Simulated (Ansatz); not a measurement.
SiRh in space group P6/mmm (No. 191; Rh on 3f, Si on 1a, Si on 2d) at seven volumes, DFT-PBE in the program Ansatz with PAW potentials, shape and atoms relaxed at each. One row is withheld.

```csv
V (Å³/atom),P (GPa)
14.223,21.31
14.692,12.95
15.161,5.91
15.630,0.00
16.099,?
16.568,-9.12
17.037,-12.60
```

**Question.** Fit the shown pressures and predict the withheld one.

**Answer.** P = (3/2)B₀(x^(7/2) − x^(5/2))[1 + (3/4)(B′ − 4)(x − 1)] with x = (V₀/V)^(2/3). Least squares on the six rows gives V₀ = 15.631 Å³/atom, B₀ = 180 GPa, B′ = 4.81. At V = 16.099, x = 0.9805 and P = -4.95 GPa. The run itself gave -4.96 GPa.

A made-up cell: these elements were put on the sites of a structure type; neither database checked (COD, Materials Project) lists it. COD files the formula under space group No. 14, so this cell is another polymorph or a model. Whether it is the stable phase at ambient conditions was not checked. The PBE relaxation kept the symmetry of its start. At this level the phase is dynamically unstable (imaginary phonons). No spin polarisation was allowed.

Potentials: the later of the program's two PAW sets.
